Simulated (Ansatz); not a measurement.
A scan (energy against volume; even scaling of the relaxed cell, symmetry kept) gave these values. These are PBEsol (plane waves to 420 eV, PAW, scalar-relativistic; Ansatz, an electronic-structure program) values and carry that method's errors.

| Property | Value |
|---|---|
| Bulk modulus B₀ (third-order Birch-Murnaghan fit) | 264 GPa |
| Pressure derivative B₀′ (fit) | 4.2 |
| Equilibrium volume of the fit | 10.70 Å³/atom |

Q: Of these crystals, all scanned alike, which one is it?
(A) KTaO₃ (cubic perovskite)
(B) PbSe (rock salt)
(C) HfO₂ (fluorite)

A: C, HfO₂ (fluorite). The others have, for the bulk modulus: KTaO3 204 GPa, PbSe 53.4 GPa

All were relaxed with their symmetry unable to fall. HfO2 is run without spin polarisation. KTaO3 is run without spin polarisation. Spin-orbit coupling is left out. The PAW data are Ansatz's earlier set. This is a high-temperature form of HfO2.

(Under strain, the slope of the energy per volume gives the stress and its curvature an elastic modulus.)
